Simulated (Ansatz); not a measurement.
Zn2SeS:
```yaml
crystal:
  lattice:
    - [3.90885, 0.00000, 0.00000]
    - [0.00000, 3.90885, 0.00000]
    - [0.00000, 0.00000, 5.52486]
  atoms:
    - { symbol: Zn, position: [0.50000, 0.00000, 0.76293] }
    - { symbol: Zn, position: [0.00000, 0.50000, 0.23707] }
    - { symbol: Se, position: [0.00000, 0.00000, 0.50000] }
    - { symbol: S, position: [0.50000, 0.50000, 0.00000] }
```

Relaxed with r²SCAN. Independent-particle spectrum: no excitons, no local fields, no scissors shift; 0.1 eV broadening; ε₁ of the summed bands alone.

Problem. Tabulate the dielectric function from the program Ansatz at the r²SCAN level (PAW).

Solution. 

```
E (eV)  ε₁ xx  ε₂ xx  ε₁ zz  ε₂ zz
------  -----  -----  -----  -----
0.0      5.99   0.00   6.00   0.00
0.3      6.00   0.00   6.02   0.00
0.6      6.05   0.00   6.06   0.00
0.9      6.12   0.00   6.14   0.00
1.2      6.24   0.00   6.25   0.00
1.5      6.40   0.00   6.42   0.00
1.8      6.64   0.00   6.65   0.00
2.1      7.11   0.04   7.06   0.01
2.4      7.39   0.59   7.51   0.54
2.7      7.48   0.82   7.57   0.86
3.0      7.69   0.98   7.75   1.06
3.3      8.08   1.15   8.07   1.26
3.6      8.74   1.45   8.59   1.53
3.9      9.87   2.21   9.44   2.04
4.2      9.67   4.69  10.91   3.98
4.5      8.62   4.97   8.69   5.95
4.8      8.40   5.59   7.78   5.59
5.1      8.09   6.17   8.04   5.34
5.4      8.35   6.40   9.48   5.78
5.7      9.67   7.70  12.04   8.96
6.0      9.02  13.19   5.13  16.43
6.3      1.54  15.46   1.29  12.90
6.6     -1.34   9.96  -0.64   9.73
6.9     -0.37   7.77  -0.61   8.07
7.2      0.26   7.08   0.05   7.06
7.5      0.45   7.64   0.01   7.44
7.8     -0.45   9.08  -0.01   8.92
8.1     -2.20   7.24  -2.29   7.36
8.4     -2.96   6.21  -2.88   6.00
8.7     -3.01   5.09  -3.05   5.09
9.0     -2.79   4.27  -2.75   4.10
9.3     -2.69   3.60  -2.61   3.51
9.6     -2.48   2.97  -2.35   2.99
9.9     -2.12   2.50  -2.02   2.50
10.2    -1.60   2.22  -1.54   2.26
10.5    -1.20   2.35  -1.22   2.44
10.8    -1.33   2.56  -1.29   2.41
11.1    -1.63   2.37  -1.61   2.42
11.4    -1.67   1.91  -1.61   1.93
11.7    -1.47   1.53  -1.45   1.58
12.0    -1.17   1.39  -1.19   1.46
```

Problem. From ε at 3.6 eV (xx: 8.74 + 1.45i), find n, k, the normal reflectivity and the absorption coefficient.

Solution. n = 2.97, k = 0.244, R = 25 %, α = 2kE/ħc = 89000 cm⁻¹.

With all bands, ε∞ without local fields is 6.08 (xx = yy), 6.10 (zz).

Space group P-4m2. The workflow started from a Materials Project entry (that database holds measured and hypothetical structures alike); the Crystallography Open Database copy checked does not list it. Its standing as an ambient phase is unchecked. The cell was relaxed with r²SCAN under the symmetry of its start; whether a distortion lowers the energy is not shown. Scalar-relativistic: spin–orbit coupling is off unless named, which matters more the heavier the elements.

Potentials: the later of the program's two PAW sets.
